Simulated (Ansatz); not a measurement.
Here is the system:

NbNO:
```xyz
6
Lattice="-1.9431 1.9431 5.0626 1.9431 -1.9431 5.0626 1.9431 1.9431 -5.0626" Properties=species:S:1:pos:R:3 pbc="T T T"
Nb     0.0000     0.0000     0.1366
Nb     0.0000     1.9431     2.6679
N      0.0000     1.9431     4.5882
N      0.0000     0.0000     2.0569
O      0.0000     0.0000     7.9316
O      0.0000     1.9431     0.3377
```

This is the LDA-relaxed structure. x, y and z are the axes in which the lattice vectors are written.

### Question
All from LDA in the plane-wave PAW code Ansatz, unless another level is named. Give the highest zone-centre frequency (without LO–TO term).

### Answer
771 cm^-1.

### Question
What about the piezoelectric stress constants (proper, relaxed ions, C/m²)?

### Answer
e15 = e24 = 2.43, e31 = e32 = 2.39, e33 = 1.20.

### Question
What about the Debye temperature from the elastic constants?

### Answer
490 K.

Space group I4_1md. The first step of the workflow began from a Materials Project structure, measured or hypothetical; the Crystallography Open Database copy checked does not list it. COD files the formula under space group No. 14. Its standing as an ambient phase is unchecked. Symmetry was held in the LDA relaxation; its stability against distortions is not shown here. No spin polarisation was allowed. Signs of piezoelectric constants follow the polarity of the cell as given.

Potentials: the later of the program's two PAW sets.
